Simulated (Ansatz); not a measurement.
KCd4P3:
```cif
data_Cd4KP3
_chemical_formula_sum 'K1 Cd4 P3'
_space_group_name_H-M_alt 'P 1'
_space_group_IT_number 1
_cell_length_a 11.98698
_cell_length_b 11.98698
_cell_length_c 11.98698
_cell_angle_alpha 20.792
_cell_angle_beta 20.792
_cell_angle_gamma 20.792
loop_
_space_group_symop_operation_xyz
  'x, y, z'
loop_
_atom_site_label
_atom_site_type_symbol
_atom_site_fract_x
_atom_site_fract_y
_atom_site_fract_z
_atom_site_occupancy
K1 K 0.50000 0.50000 0.50000 1
Cd1 Cd 0.08984 0.08984 0.08984 1
Cd2 Cd 0.91016 0.91016 0.91016 1
Cd3 Cd 0.30197 0.30197 0.30197 1
Cd4 Cd 0.69803 0.69803 0.69803 1
P1 P 0.22910 0.22910 0.22910 1
P2 P 0.77090 0.77090 0.77090 1
P3 P 0.00000 0.00000 0.00000 1
```

Relaxed with PBEsol.

**Question.** Tabulate the valence density and the electron localisation function along the shortest K–P contact (3.33 Å), PBEsol (plane waves, PAW; program Ansatz).

**Answer.** 

```tsv
distance from K (Å)	density (e/Å³)	ELF
0.33	4.05	0.77
0.50	3.20	0.86
0.67	1.99	0.88
0.83	1.00	0.84
1.00	0.44	0.68
1.16	0.19	0.29
1.33	0.10	0.07
1.50	0.07	0.04
1.66	0.08	0.13
1.83	0.12	0.43
2.00	0.18	0.69
2.16	0.28	0.80
2.33	0.42	0.84
2.49	0.60	0.84
2.66	0.69	0.76
2.83	0.57	0.38
2.99	0.29	0.03
```

The density is the valence pseudo-density with augmentation charge, so density and ELF within about 1 Å of a nucleus are not all-electron values.

Space group R-3m. The workflow started from an entry of the Crystallography Open Database (COD, 200 K). Its standing as an ambient phase is unchecked. The PBEsol relaxation kept the symmetry of its start; its stability against distortions is not shown here.

Potentials: the later of the program's two PAW sets.
